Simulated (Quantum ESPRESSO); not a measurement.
NbAlCuPd$_{5}$ (simulated cell) (calculated)

Calculation on a made-up metal alloy cell, not a measurement: no spin or spin-orbit, unrelaxed, 2900 K smearing, stress positive in tension, cell energy less fitted offsets; periodic Kohn-Sham density functional theory in plane waves with PseudoDojo standard norm-conserving scalar-relativistic pseudopotentials, each functional with its own files (v0.5 for PBE, v0.4.1 for LDA and PBEsol), eight atoms on drawn sites of a strained close-packed or body-centred lattice, each displaced and held fixed; the energy is the cell's free energy, ions and the entropy term -TS included, at the stated Fermi-Dirac width, less a fixed offset for each atom's element (shifted free energy); compositions with an open d shell lost a parallel starting moment in a cheaper test run, and other magnetic orders were not tried; an error bar is the largest change of its kind in a tighter rerun, never given below 0.002 eV, 0.02 GPa or 0.003 eV/angstrom, and covers cutoff and k-mesh only, not smearing or the files. Program: Quantum ESPRESSO 7.5.

NbAlCuPd$_{5}$ (simulated cell)

```
NbAlCuPd5
1.0
      0.0000    -2.0072    -2.0072
     -4.0144     2.0072    -2.0072
      6.0216     6.0216    -4.0144
Pd Al Pd Nb Cu
3 1 2 1 1
Direct
  0.01246 0.00269 -0.00008
  0.09020 0.39930 0.25946
  0.22577 0.75429 0.48865
  0.36458 0.13622 0.74111
  0.48855 0.47599 0.00361
  0.61015 0.86804 0.25024
  0.68767 0.24086 0.50661
  0.92938 0.61682 0.74411
```

Settings of this run: lattice type face-centred cubic, functional pbe, cutoff 1252 eV, fermi dirac smearing 0.25 eV, electrons removed 0, run command mpirun -np 4 pw.x -nk 4 -in in, run processor Intel Xeon, 2023 or later, virtual cores and k mesh 8 x 5 x 3 shifted half a step off Gamma on each axis.

It finds entropy term negative ts -1.32 eV; pressure -5.05 GPa; stress xx 4.64 GPa; stress yy 5.27 GPa; stress zz 5.23 GPa; stress yz -1.06 GPa; stress xz -1.05 GPa; stress xy 0.25 GPa; shifted free energy 0.812 eV.

Atoms:
| atoms element | atom site | atom energy offset (eV) |
| --- | --- | --- |
| Pd | 1 | -3687.45 |
| Pd | 2 | -3687.45 |
| Pd | 3 | -3687.45 |
| Al | 4 | -63.26 |
| Pd | 5 | -3687.45 |
| Pd | 6 | -3687.45 |
| Nb | 7 | -1694.67 |
| Cu | 8 | -5159.25 |

Forces:
| site | x (eV/Å) | y (eV/Å) | z (eV/Å) |
| --- | --- | --- | --- |
| 1 | 0.015 | -0.561 | 0.849 |
| 2 | 1.03 | -0.744 | 0.54 |
| 3 | 1.019 | 0.875 | -0.74 |
| 4 | 1.624 | 1.14 | -0.671 |
| 5 | -1.075 | -0.309 | 0.158 |
| 6 | -1.015 | 0.463 | -0.323 |
| 7 | -1.572 | -1.179 | 0.335 |
| 8 | -0.025 | 0.314 | -0.147 |

Notes: the copper pseudopotential is less sure than most, with forces differing by about three percent and pressure by about two GPa from a second method on plain copper; a spin test at this wide smearing found no moment, but such smearing suppresses magnetism that the real alloy may have; lattice, volume and sites are drawn at random and may be unstable or far from any real phase; energies are for the whole cell, less offsets fitted to these runs, so they are not formation energies; error bars: energy 0.014 eV, stress 0.13 GPa, force 0.0084 eV/Å, from a tighter rerun of a related cell, whose elements or sites may differ; 20 SCF iterations, 292 s of wall time on a shared machine.
